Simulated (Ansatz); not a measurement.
The end of the path is a generated cell of MgTlF3: the first start was made by placing the elements on the sites of a structure type, and the end was not matched to a known phase here, so it may be hypothetical.

A geometry of MgTlF$_{3}$ away from equilibrium: step 2 of the relaxation of a generated cell, MgTlF3 built in the GdFeO3 structure type. All values below come from r2SCAN (plane waves to 500 eV, PAW, scalar-relativistic; Ansatz, a first-principles code). Γ-centred k-mesh 3×3×3 on the run's cell (coarser than for final values), Fermi–Dirac smearing 0.05 eV.

```yaml
crystal:
  lattice:
    - [5.87896, 0.00000, 0.00000]
    - [0.00000, 8.32579, 0.00000]
    - [0.00000, 0.00000, 5.92253]
  atoms:
    - { symbol: Tl, position: [0.49790, 0.25000, 0.99749] }
    - { symbol: Tl, position: [0.99790, 0.25000, 0.50251] }
    - { symbol: Tl, position: [0.50210, 0.75000, 0.00251] }
    - { symbol: Tl, position: [0.00210, 0.75000, 0.49749] }
    - { symbol: Mg, position: [0.00000, 0.00000, 0.00000] }
    - { symbol: Mg, position: [0.50000, 0.50000, 0.50000] }
    - { symbol: Mg, position: [0.00000, 0.50000, 0.00000] }
    - { symbol: Mg, position: [0.50000, 0.00000, 0.50000] }
    - { symbol: F, position: [0.00832, 0.25000, 0.03491] }
    - { symbol: F, position: [0.50832, 0.25000, 0.46509] }
    - { symbol: F, position: [0.99168, 0.75000, 0.96509] }
    - { symbol: F, position: [0.49168, 0.75000, 0.53491] }
    - { symbol: F, position: [0.27164, 0.52093, 0.22948] }
    - { symbol: F, position: [0.77164, 0.97907, 0.27052] }
    - { symbol: F, position: [0.72836, 0.02093, 0.77052] }
    - { symbol: F, position: [0.22836, 0.47907, 0.72948] }
    - { symbol: F, position: [0.72836, 0.47907, 0.77052] }
    - { symbol: F, position: [0.22836, 0.02093, 0.72948] }
    - { symbol: F, position: [0.27164, 0.97907, 0.22948] }
    - { symbol: F, position: [0.77164, 0.52093, 0.27052] }
```

Task: Which atoms carry the largest force, and which way does it point?

Result: 0.39 eV/Å, on F13, F14, F15, F16, F17, F18, F19, F20 (atoms numbered as listed); on F18 its components are (0.21, -0.27, 0.18).

Task: What is the pressure?

Result: -4.0 GPa, compression positive.

Task: How much energy per atom can still be gained by relaxing?

Result: 0.04 eV/atom; the path ends in Pm-3m (No. 221) (cubic perovskite type).

No spin polarisation in the result.

The run could not lose the symmetry of its start: the end is stationary, and may be a saddle point rather than a minimum.
